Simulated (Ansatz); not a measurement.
Given:

Sc₂Si₂O₇:
```
Sc2Si2O7
1.0
    3.25693     4.24959     0.00000
   -3.25693     4.24959     0.00000
   -1.03845     0.00000     4.57169
Sc Si O
2 2 7
Direct
  0.69032   0.69032   0.00000
  0.30968   0.30968   0.00000
  0.22396   0.77604   0.40805
  0.77604   0.22396   0.59195
  0.60650   0.07842   0.78681
  0.39350   0.92158   0.21319
  0.07842   0.60650   0.21319
  0.92158   0.39350   0.78681
  0.00000   0.00000   0.50000
  0.60612   0.39388   0.27951
  0.39388   0.60612   0.72049
```

This is the r²SCAN-relaxed structure. x, y and z are the axes in which the lattice vectors are written.

Task: All from the program Ansatz at the r²SCAN level (PAW), unless another level is named. Estimate the Bader charges.

Result: Sc +2.17, Si +3.34, O -1.71 to -1.55 e.

Task: Give the static dielectric constant ε0 (ions relaxed, cell fixed).

Result: 11.2 (xx), 9.40 (yy), 8.68 (zz).

Space group C2/m. The workflow started from a Materials Project entry (that database holds measured and hypothetical structures alike); the Crystallography Open Database files this formula in space group No. 12, but the cells were not matched. Whether it is the stable phase at ambient conditions was not checked. The r²SCAN relaxation kept the symmetry of its start; its stability against distortions is not shown here. No spin polarisation was allowed.

Potentials: the later of the program's two PAW sets.
